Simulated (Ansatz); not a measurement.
According to r²SCAN (plane waves, PAW; program Ansatz), Cu in the simple cubic structure (Pm-3m) relaxes to a = 2.370 Å. Cu has 6 nearest neighbours from 2.37 Å (octahedral).

Electronic character: metallic (no gap).

An equation-of-state fit gives a bulk modulus of 117 GPa. The relaxed-ion elastic constants in GPa are C11 = 317, C12 = 17.9, C44 = -29.0.

The start of the workflow was typed in or built on a structure type; neither database checked (COD, Materials Project) lists it. It is not the phase usual at ambient conditions (space group No. 225). The r²SCAN relaxation kept the symmetry of its start. At this level the phase is mechanically unstable. No spin polarisation was allowed. As this level gives no gap, shear constants depend on the k-mesh and smearing (Fermi–Dirac, 0.1 eV here).

Potentials: the later of the program's two PAW sets.
